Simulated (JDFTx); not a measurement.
Part of a log of JDFTx (a modified build) for p-cresol, C7H8O (SMILES Cc1ccc(O)cc1), charge 0, multiplicity 1 (PBE, GBRV ultrasoft potentials, plane waves to 20/100 Ha):

```
unit cell volume = 10674.2
Chosen fftbox size, S = [  126  108  80  ]
unit cell volume = 10674.2
Chosen fftbox size, S = [  112  96  72  ]
  'C' pseudopotential, 'SLA  PW   PBE  PBE' functional
  4 valence electrons, 2 orbitals, 4 projectors, 721 radial grid points, with lMax = 1
  'O' pseudopotential, 'SLA  PW   PBE  PBE' functional
  6 valence electrons, 2 orbitals, 5 projectors, 737 radial grid points, with lMax = 2
  'H' pseudopotential, 'SLA  PW   PBX  PBC' functional
  1 valence electrons, 1 orbitals, 2 projectors, 615 radial grid points, with lMax = 0
Initialized 3 species with 16 total atoms.
Folded 1 k-points by 1x1x1 to 1 k-points.
nElectrons:  42.000000   nBands: 21   nStates: 1
average nbasis = 45625.000 , ideal nbasis = 45600.902
Correction to mu due to finite nuclear width = -0.00390404
   Cavity determined by nc: 0.0007 and sigma: 0.6
[...]
	Linear fluid (dielectric constant: 78.4, screening length: 8.12261 Bohr) occupying 0.894867 of unit cell:	Completed after 30 iterations
[... later lines of the fluid solver are left out ...]
ElecMinimize: Iter:   0  Etot: -60.766068804053702  |grad|_K:  5.432e-05  alpha:  1.000e+00
ElecMinimize: Iter:   1  Etot: -60.769504744724244  |grad|_K:  3.082e-05  alpha:  1.213e+00  linmin: -9.664e-03
ElecMinimize: Iter:   2  Etot: -60.770425636055052  |grad|_K:  1.807e-05  alpha:  1.005e+00  linmin: -1.134e-03
[... lines cut ...]
ElecMinimize: Iter:   8  Etot: -60.770816034312787  |grad|_K:  4.260e-07  alpha:  1.127e+00  linmin: -1.413e-02
ElecMinimize: Iter:   9  Etot: -60.770816228494930  |grad|_K:  2.690e-07  alpha:  1.102e+00  linmin: -1.179e-02
ElecMinimize: Iter:  10  Etot: -60.770816264492886  |grad|_K:  2.165e-07  alpha:  7.132e-01  linmin: -6.484e-02
ElecMinimize: Iter:  11  Etot: -60.770816302015888  |grad|_K:  1.894e-07  alpha:  7.619e-01  linmin: -5.888e-05
ElecMinimize: Converged (|Delta Etot|<1.000000e-07 for 2 iters).

# Energy components:
   A_diel =       -0.0270130111761624
   Eewald =       72.3227061475844977
       EH =      120.2262956062351691
     Eloc =     -276.4683101060614376
      Enl =        7.7223654067184935
      Exc =      -19.2277241919414870
 Exc_core =        0.3007809198364175
       KE =       34.3800829267886456
-------------------------------------
     Etot =      -60.7708163020158878


	eMin: -0.963133 at state 0 ( [ +0.000000 +0.000000 +0.000000 ] spin 0 )
	HOMO: -0.189458 at state 0 ( [ +0.000000 +0.000000 +0.000000 ] spin 0 )
```

Problem. Which solvation model was used?
A. linear PCM without cavity terms (LA12)
B. SCCS (cation parameters)
C. SCCS (g09 parameters)
D. CANDLE

Solution. A, linear PCM without cavity terms (LA12). The liquid was water (dielectric constant 78.4), 0.5 M KCl.
